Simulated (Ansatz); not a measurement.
Ca3SnO:
```
Ca3SnO
1.0
    4.77455     0.00000     0.00000
    0.00000     4.77455     0.00000
    0.00000     0.00000     4.77455
Ca Sn O
3 1 1
Direct
  0.00000   0.50000   0.50000
  0.50000   0.00000   0.50000
  0.50000   0.50000   0.00000
  0.00000   0.00000   0.00000
  0.50000   0.50000   0.50000
```

Relaxed with PBEsol. Special points in fractions of this cell's reciprocal vectors: Γ (0.000, 0.000, 0.000); X (0.000, 0.500, 0.000); M (0.500, 0.500, 0.000); R (0.500, 0.500, 0.500).

Problem. List the band energies nearest the Fermi level at these points for PBEsol (plane waves, PAW; program Ansatz).

Solution. In eV from the Fermi level; about four levels below and three above (degenerate sets whole), none deeper than 8.9 eV; points with the same levels are listed once.

```csv
k,below,above
Γ,-4.14 -4.14 -4.14 -0.06 -0.06,0.12 0.12 0.12
X,-4.25 -4.25 -3.27 -0.87 -0.87,1.06 1.20 2.38
M,-4.39 -2.29 -2.29 -1.00,1.56 2.06 2.06
R,-5.40 -5.40 -5.40 -1.60 -1.60 -1.60,1.03 1.03 1.03
```

Space group Pm-3m (anti-perovskite). The workflow started from an entry of the Crystallography Open Database (COD). Its standing as an ambient phase is unchecked. The cell was relaxed with PBEsol under the symmetry of its start; its stability against distortions is not shown here. The Fermi level of a semimetal is unsure by some 0.05 eV on such meshes. Scalar-relativistic: spin–orbit coupling is off unless named, which matters more the heavier the elements.

Potentials: the later of the program's two PAW sets.
